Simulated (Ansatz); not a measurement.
**A trial form of In3S2**

These are results of Ansatz 0.2.0, DFT PBE, scalar-relativistic, plane waves, PAW, not measurements. Cutoff 420 eV, Gaussian smearing, Γ-centred meshes. Cell and atoms relax first on a coarse mesh and then on a finer one. In between, the cell is made exact in the group found at 0.06 Å. In metals the finer mesh still leaves noise of several meV/atom or more. The steps can't lower the symmetry of their start. No spin polarisation.

The guess for In3S2 was made by a generator: random cell by space group and Wyckoff sites (P4/mmm, No. 123). Its size is a rough estimate.

```xyz
5
Lattice="4.9791 0.0000 0.0000 0.0000 4.9791 0.0000 0.0000 0.0000 5.8585" Properties=species:S:1:pos:R:3 pbc="T T T"
In    0.0000    0.0000    0.0000
In    0.0000    0.0000    2.9292
In    2.4895    2.4895    2.9292
S     2.4895    2.4895    1.0042
S     2.4895    2.4895    4.8543
```

Formation energies are uncorrected and refer to the elements' standard structures at the same level.

Question: What does it relax into?

Answer: The symmetry stays P4/mmm (No. 123). The volume per atom shrinks by 4.1 %, from 29.0 to 27.9 Å³. The shortest distance goes from 1.93 Å (In–S) to 2.44 Å (In–S). The ratio c/a of the conventional cell changes by a factor of 1.54. The energy falls by about 1.4 eV/atom (the start's value is from the coarse mesh). Conventional cell: a = 4.255 Å, c = 7.698 Å. Around In on its first site lie 8 S at 3.32 Å; around In on its second site lie 4 In at 3.01 Å; In on its third site has 2 S at 2.44 Å and 4 In at 3.01 Å; S is surrounded by 1 In at 2.44 Å, 1 S at 2.82 Å and 4 In at 3.32 Å.

```cif
data_structure
_symmetry_space_group_name_H-M 'P 1'
_symmetry_Int_Tables_number 1
_cell_length_a 4.2547
_cell_length_b 4.2547
_cell_length_c 7.6981
_cell_angle_alpha 90.000
_cell_angle_beta 90.000
_cell_angle_gamma 90.000
_cell_volume 139.35
loop_
_atom_site_label
_atom_site_type_symbol
_atom_site_fract_x
_atom_site_fract_y
_atom_site_fract_z
_atom_site_occupancy
In1 In 0.00000 0.00000 0.00000 1
In2 In 0.00000 0.00000 0.50000 1
In3 In 0.50000 0.50000 0.50000 1
S1 S 0.50000 0.50000 0.18305 1
S2 S 0.50000 0.50000 0.81695 1
```

Question: How does it come out in energy, and is it a metal?

Answer:

* Energy over the elements: +0.05 eV/atom
* Gap on the 10×10×6 mesh of the 5-atom cell: 0 eV (a metal)

It can't be a ground state, since the elements alone are lower.

The last run used Gaussian smearing of 0.10 eV. An odd number of electrons in the primitive cell allows no gap without spin; a larger cell or a magnetic state could open one. The reference form of S is held partly by dispersion forces, which this level lacks. Symmetry constrained the relaxation, so the result can be a saddle point. In all, the 3 runs took 3 min on 1 thread of Intel(R) Xeon(R) 6975P-C (Granite Rapids), on a shared host.
